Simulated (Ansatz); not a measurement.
A geometry of ZnCu2SnS4 away from equilibrium: the start of the relaxation of a generated cell, ZnCu2SnS4 placed in the kesterite structure type. Level of theory: PBEsol (plane waves to 420 eV, PAW, scalar-relativistic; Ansatz, an electronic-structure program). Γ-centred k-mesh 6×6×6 on the run's cell (coarser than for final values), Fermi–Dirac smearing 0.05 eV.

```xyz
8
Lattice="-2.7135 2.7135 5.4355 2.7135 -2.7135 5.4355 2.7135 2.7135 -5.4355" Properties=species:S:1:pos:R:3:forces:R:3 pbc="T T T" free_energy=-25951.626 pressure_GPa=-1.6
Cu     0.0000     0.0000     0.0000    0.0000    0.0000    0.0000
Cu     0.0000     2.7135     2.7178    0.0000    0.0000    0.0000
Zn     2.7135     0.0000     2.7178    0.0000    0.0000    0.0000
Sn     0.0000     0.0000     5.4355    0.0000    0.0000    0.0000
S      1.3893     1.3947     4.0440    0.2065    0.5674   -0.2464
S      1.3242     1.3188    -1.3915   -0.2065   -0.5674   -0.2464
S      1.3947    -1.3893     6.8270    0.5674   -0.2065    0.2464
S      1.3188     4.1028     1.3915   -0.5674    0.2065    0.2464
```

Positions in Å, forces in eV/Å, free energy of the cell in eV (comparable only within this code, potentials and settings). Largest force: 0.65 eV/Å, on S5, S6, S7, S8 (atoms numbered as listed); the geometry lies 0.01 eV/atom above the end of its relaxation.

No spin polarisation in the result.

The run could not lose the symmetry of its start; a randomly shaken copy of 8 atoms returns to this structure.
